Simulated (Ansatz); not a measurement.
**Field gradients of MgMn2V2O8 from run to run**

Cell of run 1: a computed structure from the Materials Project (it need not be an observed phase), taken as it stands.

```
Mg Mn V O
1.0
     6.52531    0.00000    0.00000
     0.00000    2.91444    4.44921
     0.00000   -2.91444    4.44921
Mg Mn V O
1 2 2 8
Direct
  0.00000 0.66110 0.66110
  0.25765 0.00211 0.00211
  0.74235 0.00211 0.00211
  0.50000 0.64416 0.64416
  0.00000 0.35081 0.35081
  0.20658 0.23760 0.23760
  0.00000 0.72206 0.24538
  0.00000 0.24538 0.72206
  0.50000 0.28674 0.77544
  0.79342 0.23760 0.23760
  0.72568 0.75494 0.75494
  0.50000 0.77544 0.28674
  0.27432 0.75494 0.75494
```

Sites (sets of like atoms) are named by element and the number of their first atom in this list.

All runs are DFT with Ansatz 0.2.0 (plane waves and PAW, scalar-relativistic unless spin–orbit coupling is named, Γ-centred meshes, Fermi–Dirac smearing where given) in this cell. Start moments of run 1 as typed (μB): 0 5 -5 0 0 0 0 0 0 0 0 0 0 by atom.

Run 1: PBE, antiparallel start moments, atoms as given; 420 eV, 4×5×5 k-points, smearing 0.02 eV.
Run 2: PBE+U, antiparallel start moments, atoms as given; 420 eV, 4×5×5 k-points, smearing 0.02 eV (U = 4.9 eV on Mn d).
Run 3: r2SCAN, antiparallel start moments, atoms as given; 500 eV, 4×5×5 k-points, smearing 0.02 eV.

| run | O6 V_zz (η) | O7 V_zz (η) | O9 V_zz (η) | absolute moment (μB) |
| --- | --- | --- | --- | --- |
| 1 | -2.18 (0.26) | 1.74 (0.94) | -3.96 (0.52) | 9.5 |

The results of the other runs, out of order. V_zz in 10²¹ V/m²; 3 of the 8 sets of like atoms are followed.

| result | O6 V_zz (η) | O7 V_zz (η) | O9 V_zz (η) | absolute moment (μB) |
| --- | --- | --- | --- | --- |
| A | -2.20 (0.02) | -2.12 (0.74) | -3.72 (0.71) | 9.8 |
| B | -2.33 (0.29) | -1.94 (0.98) | -3.95 (0.68) | 9.6 |

(1) Which result belongs to which run?

Answers

(1) A is run 2, B is run 3. Taken one at a time, the Hubbard term moves the tensors on these sites by up to 0.57 (largest principal value of the change, on O6), the functional (r2SCAN with its higher cutoff) by 0.41 (O6). On some sites the largest principal value moves to another axis from run to run, and the sign of V_zz can flip with it. On O7 η is near 1, so the change of sign is little more than a relabelling of axes.

The magnetic order is the one that the run reached from its start moments, not necessarily the measured one. In run 3 the program didn't check the stability of the electronic state in full, so a lower one may lie near. In runs 1, 2, 3 the atoms aren't at the calculated equilibrium (largest force 0.54, 1.1, 1.1 eV/Å). The cell isn't the equilibrium one in run 3 (calculated pressure -9 GPa), and the entry's cell may itself be off.
